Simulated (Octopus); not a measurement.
**Ge (Fd-3m, No. 227): band energies at special points**

Ge (Fd-3m, No. 227):
```
CELL_PARAMETERS angstrom
      0.00000     2.83743     2.83743
      2.83743     0.00000     2.83743
      2.83743     2.83743     0.00000
ATOMIC_POSITIONS crystal
  Ge 0.00000 0.00000 0.00000
  Ge 0.25000 0.25000 0.25000
```
The cell is a database entry, not relaxed again.

All numbers are Octopus results at the level LDA (grid spacing about 0.24 Å, Γ-centred 8×8×8 k-mesh, Fermi-Dirac smearing of 0.1 eV, no spin polarisation; valence-only HGH without core correction for Ge), not measurements. Spin-orbit coupling is left out.

Energies in eV against the Fermi level; 8 electrons a cell outside the pseudopotentials' cores.

| k-point (reduced) | band 1 | band 2 | band 3 | band 4 | band 5 | band 6 | band 7 |
|---|---|---|---|---|---|---|---|
| Γ (0.000, 0.000, 0.000) | -12.68 | -0.14 | 0.01 | 0.01 | 0.01 | 2.60 | 2.60 |
| X (0.500, 0.000, 0.500) | -8.87 | -8.87 | -2.99 | -2.99 | 0.73 | 0.73 | 9.43 |
| U (0.625, 0.250, 0.625) | -9.34 | -8.28 | -4.25 | -2.56 | 1.14 | 4.07 | 7.16 |
| K (0.375, 0.375, 0.750) | -9.34 | -8.28 | -4.25 | -2.56 | 1.14 | 4.07 | 7.16 |
| L (0.500, 0.500, 0.500) | -10.64 | -7.55 | -1.36 | -1.36 | ? | 3.78 | 3.78 |
| W (0.500, 0.250, 0.750) | -8.78 | -8.78 | -3.82 | -3.82 | 4.31 | 4.31 | 4.70 |

Task: What belongs in the gaps?

Result: 
- L (0.500, 0.500, 0.500), band 5: 0.11
